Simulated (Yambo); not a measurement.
Yambo run on F (space group C2/c, No. 15). The wavefunctions are norm-conserving PBEsol (Quantum ESPRESSO, 84 Ry, no spin-orbit coupling) ones on a 6×6×2 mesh (14 occupied bands); a = 3.007 Å, b = 3.007 Å, c = 6.622 Å, α = 94.14°, β = 94.14°, γ = 63.57°.

Yambo input:

```
rim_cut
gw0
dyson
el_el_corr
HF_and_locXC
cohsex
em1s
RandQpts= 1000000
RandGvec= 1 Ry
EXXRLvcs= 84 Ry
VXCRLvcs= 336 Ry
Chimod= "HARTREE"
% BndsRnXs
 1 | 102 |
%
NGsBlkXs= 8 Ry
% LongDrXs
 1.0 | 1.0 | 1.0 |
%
ExtendOut
% QPkrange
 1 | 1 | 14 | 15 |
%
```

k points by index: 1 = Γ.

The o-*.qp file then holds:

```
#    K-point    Band    Eo [eV]    E [eV]    E-Eo [eV]    Vxc [eV]    Vnlxc [eV]    Sc|Eo [eV]    Re(Z)    Im(Z)
#
    1    14    0.000000    -4.852881    -4.852881    -23.73486    -32.50434    3.916599    1.000000    0.000000
    1    15    2.465372    5.294541    2.829169    -22.29906    -15.44382    -4.026070    1.000000    0.000000
```
(The two width columns are left out.) Convergence of these settings isn't established.

Geometry of the Materials Project entry, not relaxed at this level.

The distance between layers or molecules is the database entry's, not relaxed here. Functionals without dispersion can leave it too large, which widens gaps and weakens the response across layers: the numbers belong to this cell.
